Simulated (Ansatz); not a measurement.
Slab of hcp Co (0001), 5 layers

The slab is cut from the hcp crystal, the stable phase, as relaxed on PAW files (10.38 Å³/atom), with 16 Å of vacuum and a dipole correction:

```
Co
1.0
     2.45640    0.00000    0.00000
    -1.22820    2.12730    0.00000
     0.00000    0.00000   23.94420
Co
5
Direct
  0.00000 0.00000 0.33411
  0.33333 0.66667 0.41706
  0.00000 0.00000 0.50000
  0.33333 0.66667 0.58294
  0.00000 0.00000 0.66589
```

Level of theory: DFT with PBEsol, scalar-relativistic, in Ansatz 0.2.0; a Γ-centred 19×19×1 k mesh, Fermi–Dirac smearing of 0.1 eV, spin-polarised from start moments Co1 1.7, Co2 1.7, Co3 1.7, Co4 1.7, Co5 1.7 μB. LAPW: all electrons, basis error target 1 meV/atom; PAW: frozen-core files, cutoff 420 eV.

The bulk energy comes from a cell in the slab's orientation on a 19×19×10 mesh. The surface energy is (E(slab) − N·E(bulk))/2A at zero smearing, the mean of both faces; thin slabs carry quantum-size effects.

Other magnetic orders may lie lower. The PAW files were made under PBE.

Q: As cut, the LAPW slab lies 1.692 eV above 5 atoms of bulk. What surface energy is that?

A: Over two faces of 5.23 Å² it is 161.9 meV/Å², and times 16.02 J/m² per eV/Å² that gives γ = 2.594 J/m².

| method | γ as cut (J/m²) | γ relaxed (J/m²) | Φ as cut (eV) | Φ relaxed (eV) |
| --- | --- | --- | --- | --- |
| LAPW | 2.594 | 2.561 | 5.16 | 5.13 |
| PAW | 2.594 | 2.561 | 5.16 | 5.13 |

Q: How do the spacings between the planes relax?

A: From the bottom face up: d12 -2.6 % of 1.986 Å, d23 +0.6 % of 1.986 Å, d34 +0.6 % of 1.986 Å, d45 -2.6 % of 1.986 Å.

Q: How do the moments vary through the slab?

A: Co1 1.74, Co2 1.66, Co3 1.61, Co4 1.66, Co5 1.74 μB in the LAPW spheres; the bulk has Co 1.61 μB.

Q: What changes if the images along the normal are cut off in place of the dipole correction?

A: LAPW then gives: no gap, work function 5.13 eV; PAW: no gap, work function 5.14 eV.

Q: What changes if the vacuum is set to 7 Å?

A: LAPW then gives: no gap, work function 5.01 (top) and 5.06 (bottom) eV; PAW: no gap, work function 4.88 eV. The program warns that the vacuum is too thin.
